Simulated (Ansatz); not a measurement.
Cr (bcc, W type), conventional cell a = b = c = 2.8293 Å, α = β = γ = 90.00°. The calculation uses the primitive cell of 1 atom, to which meshes and values per cell refer.

The relaxed cell is deformed in two ways at once: its volume V is scaled, and at that volume it is stretched along z (the c axis of the conventional cell) so that c/a changes. Fractional atomic positions are held.

Computed with r2SCAN (plane waves to 500 eV, PAW, scalar-relativistic; Ansatz, a quantum-chemistry and plane-wave program). k mesh 23×23×23 (Γ-centred), Fermi-Dirac smearing 0.05 eV. Energies are smeared free energies. With partly filled bands, the response to shear is sensitive to the k mesh, so small differences along c/a are uncertain. Cr is run without spin polarisation. Cr was relaxed with its symmetry unable to fall. Real Cr orders magnetically; this run has no moments, which shifts volume and moduli. The zero of ΔE is the relaxed starting cell.

Q: Predict the ΔE (kJ/mol of atoms) at all points of the grid V/V₀ = 0.960, 0.973, 0.987, 1.000, 1.013, 1.027, 1.040 by (c/a)/(c/a)₀ = 0.960, 0.973, 0.987, 1.000, 1.013, 1.027, 1.040.

A: ΔE (kJ/mol of atoms), with V/V₀ across and (c/a)/(c/a)₀ down:

| (c/a)/(c/a)₀ \ V/V₀ | 0.960 | 0.973 | 0.987 | 1.000 | 1.013 | 1.027 | 1.040 |
|---|---|---|---|---|---|---|---|
| 0.960 | 3.2 | 2.3 | 1.7 | 1.5 | 1.7 | 2.1 | 2.9 |
| 0.973 | 2.3 | 1.4 | 0.8 | 0.7 | 0.8 | 1.3 | 2.1 |
| 0.987 | 1.8 | 0.9 | 0.3 | 0.2 | 0.3 | 0.8 | 1.6 |
| 1.000 | 1.6 | 0.7 | 0.2 | 0.0 | 0.2 | 0.6 | 1.4 |
| 1.013 | 1.8 | 0.9 | 0.3 | 0.2 | 0.3 | 0.8 | 1.6 |
| 1.027 | 2.3 | 1.3 | 0.8 | 0.6 | 0.8 | 1.2 | 2.0 |
| 1.040 | 3.1 | 2.1 | 1.5 | 1.4 | 1.5 | 1.9 | 2.7 |

(A scan under strain: stresses follow from slopes of the energy per volume, elastic moduli from its curvatures.)
